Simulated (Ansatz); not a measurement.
Level of theory: DFT PBE, scalar-relativistic, plane waves, PAW in Ansatz. All cells share a 420 eV cutoff and Γ-centred k meshes spaced at most about 0.3 Å⁻¹ (about 0.25 or finer for metals, 2π included). No spin polarisation in the final relaxations.

All energies are static (0 K, no zero-point motion).

Two relaxed structures of MgCd2SO2:

A.

```
CELL_PARAMETERS angstrom
3.55990 0.00000 0.00000
-1.77995 3.08296 0.00000
0.00000 0.00000 9.76101
ATOMIC_POSITIONS crystal
Mg 0.00000 0.00000 0.00000
Cd 0.33333 0.66667 0.68836
Cd 0.66667 0.33333 0.31164
S 0.00000 0.00000 0.50000
O 0.00000 0.00000 0.81063
O 0.00000 0.00000 0.18937
```

B.

```
CELL_PARAMETERS angstrom
-2.12761 2.12761 5.48383
2.12761 -2.12761 5.48383
2.12761 2.12761 -5.48383
ATOMIC_POSITIONS crystal
Mg 0.50000 0.50000 0.00000
Cd 0.75000 0.25000 0.50000
Cd 0.25000 0.75000 0.50000
S 0.00000 0.00000 0.00000
O 0.32213 0.32213 0.00000
O 0.67787 0.67787 0.00000
```

Question: Which would you expect to be lower, and how large is the difference?

Answer: B is lower, by 227 meV/atom. A has space group P-3m1 (No. 164), 17.9 Å³/atom and no gap on its mesh; B has space group I4/mmm (No. 139), 16.5 Å³/atom and a gap of 0.19 eV. Counting O or S atoms around Cd and Mg (for each partner element, those within 1.25 times its shortest distance or 1.15 times the sum of covalent radii, where it is the nearest in units of that sum or under 1.3; a plus sign parts groups by distance over the sum of covalent radii), A has Mg 2, Cd 6 and B has Mg 2+4, Cd 4. The denser one is the lower, and pressure would at first widen the difference. In A, Mg is surrounded by 2 O at 1.85 Å; Cd is surrounded by 3 O at 2.38 Å and 3 S at 2.76 Å; S is surrounded by 6 Cd at 2.76 Å, 2 O at 3.03 Å and 6 S at 3.56 Å; O is surrounded by 1 Mg at 1.85 Å, 3 Cd at 2.38 Å and 1 S at 3.03 Å. In B, Mg has 2 O at 1.95 Å and 4 S at 3.01 Å; Cd has 4 O at 2.27 Å; S is surrounded by 4 Mg at 3.01 Å; O is surrounded by 1 Mg at 1.95 Å and 4 Cd at 2.27 Å. Both come from invented guesses.

Kohn–Sham gaps at this level usually fall short of measured ones. The zero gap of P-3m1 may come from the functional, which often closes small gaps. A magnetic state wasn't ruled out in cells without spin, among them I4/mmm. Cells relaxed within their symmetry can be saddle points.
